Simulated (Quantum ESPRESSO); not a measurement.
CsCaH₃ is modelled in the cubic space group Pm-3m (No. 221), the cubic perovskite structure, Pearson symbol cP5. Conventional cell: a = b = c = 4.6212 Å, α = β = γ = 90.00°. H on 3c sees 2 Ca at 2.311 Å and 4 Cs at 3.268 Å (octahedral). Ca on 1b sees 6 H at 2.311 Å (octahedral). Cs on 1a is coordinated by 12 H at 3.268 Å (cuboctahedral). (Neighbours: up to the widest gap in distance over summed covalent radii, below 1.35, at either atom; cation-cation contacts left out.)

The geometry is that of Materials Project entry mp-644203, symmetrised and not relaxed again.

### Question
What does LDA (pw.x of Quantum ESPRESSO, ONCV potentials, without SOC) give for the electronic structure near the Fermi level?

### Answer
The LDA gap is direct, 2.81 eV at M. The cell is held in this high symmetry; tilts and polar distortions were not searched.

The structure is a Materials Project entry; no match was found in the copy of COD used, and its stability was not checked.
